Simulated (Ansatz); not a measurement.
A relaxed cell of Nb (Im-3m (No. 229)), relaxed on a k-mesh at least as fine as the one used below. Calculation: r2SCAN (plane waves to 500 eV, PAW, scalar-relativistic; Ansatz, a program for electronic structure). Γ-centred k-mesh 14×7×14 on the run's cell (coarser than for final values), Fermi–Dirac smearing 0.05 eV.

```yaml
crystal:
  lattice:
    - [-1.65135, 1.65135, 1.65135]
    - [3.30269, -3.30269, 3.30269]
    - [1.65135, 1.65135, -1.65135]
  atoms:
    - { symbol: Nb, position: [0.00000, 0.00000, 0.00000] }
    - { symbol: Nb, position: [0.00000, 0.50000, 0.00000] }
```

The atoms are displaced by (Å):

| atom | ux | uy | uz |
|---|---|---|---|
| Nb1 | 0.080 | 0.076 | -0.054 |
| Nb2 | 0.162 | 0.088 | 0.060 |

Question: What forces (eV/Å) and pressure result?

Answer: 
```tsv
atom	Fx	Fy	Fz
Nb1	0.53	0.07	0.62
Nb2	-0.53	-0.07	-0.62
```

Pressure +1.7 GPa.

Question: Estimate the energy cost of the displacement in the harmonic approximation and compare with the calculation.

Answer: For a harmonic well ΔE = −½ Σ F·u = 0.058 eV a cell, or 29 meV/atom. The calculated energy relative to the undisplaced cell is +0.03 eV/atom, so the harmonic estimate holds well.

No spin polarisation in the result.

The run that gave the undisplaced cell could not lose the symmetry of its start; a randomly shaken copy of 2 atoms returns to this structure.
